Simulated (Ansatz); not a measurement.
GeW:
```
GeW
1.0
    3.11292     0.00000     0.00000
    0.00000     3.11292     0.00000
    0.00000     0.00000     3.11292
W Ge
1 1
Direct
  0.00000   0.00000   0.00000
  0.50000   0.50000   0.50000
```

Relaxed with r²SCAN. Special points in fractions of this cell's reciprocal vectors: Γ (0.000, 0.000, 0.000); X (0.000, 0.500, 0.000); M (0.500, 0.500, 0.000); R (0.500, 0.500, 0.500).

**Question.** List the band energies nearest the Fermi level at these points for DFT-r²SCAN in the program Ansatz with PAW potentials.

**Answer.** In eV from the Fermi level; about four levels below and three above (degenerate sets whole), none deeper than 8.9 eV; points with the same levels are listed once.

```tsv
k	below	above
Γ	-3.58 -3.58	1.74 1.74 1.74
X	-8.38 -2.72 -1.95 -1.95	2.00 3.60 7.29
M	-4.02 -4.02 -3.55 -0.19 -0.19	3.63 4.23 5.46
R	-6.26 -6.26 -6.26 -5.29	3.74 3.74 3.74
```

Space group Pm-3m (CsCl type). A made-up cell: these elements were put on the sites of a structure type; neither database checked (COD, Materials Project) lists it. Whether it is the stable phase at ambient conditions was not checked. The cell was relaxed with r²SCAN under the symmetry of its start; whether a distortion lowers the energy is not shown. No spin polarisation was allowed. Scalar-relativistic: spin–orbit coupling is off unless named, which matters more the heavier the elements.

Potentials: the later of the program's two PAW sets.
